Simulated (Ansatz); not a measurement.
KCr3O8 in space group C2/m (No. 12; Pearson symbol mS24) at seven volumes, plane-wave PAW r²SCAN (Ansatz code), shape and atoms relaxed at each. One row is withheld.

```json
[
 {"V (Å³/atom)": "13.444", "P (GPa)": "3.20"},
 {"V (Å³/atom)": "13.887", "P (GPa)": "1.95"},
 {"V (Å³/atom)": "14.330", "P (GPa)": "0.85"},
 {"V (Å³/atom)": "14.774", "P (GPa)": "-0.01"},
 {"V (Å³/atom)": "15.217", "P (GPa)": "?"},
 {"V (Å³/atom)": "15.660", "P (GPa)": "-1.41"},
 {"V (Å³/atom)": "16.103", "P (GPa)": "-1.93"}
]
```

Q: Fit the shown pressures and predict the withheld one.

A: Third-order Birch–Murnaghan: P = (3/2)B₀(x^(7/2) − x^(5/2))[1 + (3/4)(B′ − 4)(x − 1)] with x = (V₀/V)^(2/3). Least squares on the six rows gives V₀ = 14.761 Å³/atom, B₀ = 27.37 GPa, B′ = 4.80. At V = 15.217, x = 0.9799 and P = -0.77 GPa. The run itself gave -0.79 GPa.

The workflow started from a Materials Project entry (that database holds measured and hypothetical structures alike); the Crystallography Open Database files this formula in space group No. 12, but the cells were not matched. Its standing as an ambient phase is unchecked. Symmetry was held in the r²SCAN relaxation; whether a distortion lowers the energy is not shown. The final state is ferromagnetic, chosen from 2 collinear starts compared on coarse meshes (ties went to the first, and starts can fall back to one state), not a proven ground state. Other orbital occupations within this spin state were not tried. No Hubbard U is applied.

Potentials: the later of the program's two PAW sets.
